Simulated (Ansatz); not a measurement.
# zincblende-structured GdN

The computed numbers are results of PBEsol, scalar-relativistic (collinear spin) in the plane-wave PAW code Ansatz at 420 eV, 10×10×10 k-mesh. The datasets are Ansatz's generated set soft_2.

```xyz
2
Lattice="0.0000 2.6367 2.6367 2.6367 0.0000 2.6367 2.6367 2.6367 0.0000" Properties=species:S:1:pos:R:3 pbc="T T T"
Gd    0.0000    0.0000    0.0000
N     1.3184    1.3184    1.3184
```

This is a trial structure; measured cells of the compound in the Crystallography Open Database are in space group Fm-3m (rock salt).

Moments typed, the run going on from the state of an earlier one (μB, in the order of the atoms): 7.45, 0.0.

The run ends ferromagnetic, with site spin moments Gd 6.78; N -0.06 μB.

Task: Sketch the imaginary part of the dielectric function for independent particles (no excitons, no local fields), averaged over directions.

Result: On a grid of 0.25 eV up to 12 eV it peaks at 6.50 eV with ε2 = 9.4; the gap on the mesh is 1.11 eV, and the smallest direct one, where absorption can begin, 1.80 eV.
ħω (eV), ε2 and a bar:
```
     0.00       0.00 
     0.50       0.00 
     1.00       0.00 
     1.50       0.00 
     2.00       4.64 ###############
     2.50       4.82 ###############
     3.00       7.44 ########################
     3.50       8.66 ############################
     4.00       7.78 #########################
     4.50       6.82 ######################
     5.00       8.02 ##########################
     5.50       7.70 #########################
     6.00       6.62 #####################
     6.50       9.37 ##############################
     7.00       4.23 ##############
     7.50       4.11 #############
     8.00       3.76 ############
     8.50       2.44 ########
     9.00       3.73 ############
     9.50       2.43 ########
    10.00       4.46 ##############
    10.50       3.15 ##########
    11.00       2.42 ########
    11.50       1.64 #####
    12.00       0.99 ###
```

Semilocal functionals without a U place occupied f levels too high and empty ones too low, so gaps that touch them come out too small. No spin–orbit coupling, a notable omission for heavy elements. Site moments are of spin, integrated over atomic spheres. No antiparallel order was tried.
